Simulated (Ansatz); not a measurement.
One crystal and one scan (γ-surface) at two levels, PBE (plane waves to 420 eV, PAW, scalar-relativistic; Ansatz, an electronic-structure program) and r2SCAN (plane waves to 500 eV, PAW, scalar-relativistic; Ansatz), each from its own relaxed cell and on its own mesh. The cell shown is that of PBE.

MgSe (rock salt) is sheared across one {100} plane: the third cell vector gains the shift, so faults repeat every 8.3 Å. The cut lies between planes 2.75 Å apart; the cell height is held.

```xyz
6
Lattice="3.8950 0.0000 0.0000 0.0000 3.8950 0.0000 1.9475 1.9475 8.2626" Properties=species:S:1:pos:R:3 pbc="T T T"
Se     1.6229     1.6229     6.8855
Se     1.6229     1.6229     1.3771
Se     3.5704     3.5704     4.1313
Mg     3.5704     3.5704     6.8855
Mg     3.5704     3.5704     1.3771
Mg     1.6229     1.6229     4.1313
```

In-plane vectors a = (3.895, 0.000) Å, b = (0.000, 3.895) Å, area 15.17 Å². The shift is x·a + y·b, and the map repeats with period 1 in x and y. The shift is rigid: no atom relaxes. γ = [E(shift) − E(0)] / area.

E is the zero-smearing estimate. MgSe was relaxed with its symmetry unable to fall. As the smearing reaches across the gap at some points, the k mesh leaves noise in γ, roughly 0.02 J/m² as judged from a few cases. Faults lie only 8.2 Å apart, and holding the cell height and the atoms raises γ above its relaxed value. Faults lie only 8.3 Å apart, and holding the cell height and the atoms raises γ above its relaxed value. Percentages come from the unrounded values. Both scans cover x from 0.000 to 0.833 and y from 0.000 to 0.833.

```
quantity                                                                                                                 PBE  r2SCAN     PBE − r2SCAN
---------------------------------------------------------------------------------------------------------------------  -----  ------  ---------------
Lattice constant a (Å)                                                                                                 5.508   5.472  +0.036 (+0.7 %)
Highest γ on the easiest grid path from zero shift to a (an upper estimate of the barrier on so coarse a grid) (J/m²)   1.12    1.32    -0.20 (-15 %)
```

PBE gives the higher value for: lattice constant a. PBE gives the lower value for: highest γ on the easiest grid path from zero shift to a. Both give the same local minima besides zero shift: no grid point is one. Neither level is exact: the differences show how much the result hangs on the functional.

(The slope of γ gives the shear force per area between the displaced halves; near zero shift its curvature is an elastic stiffness.)
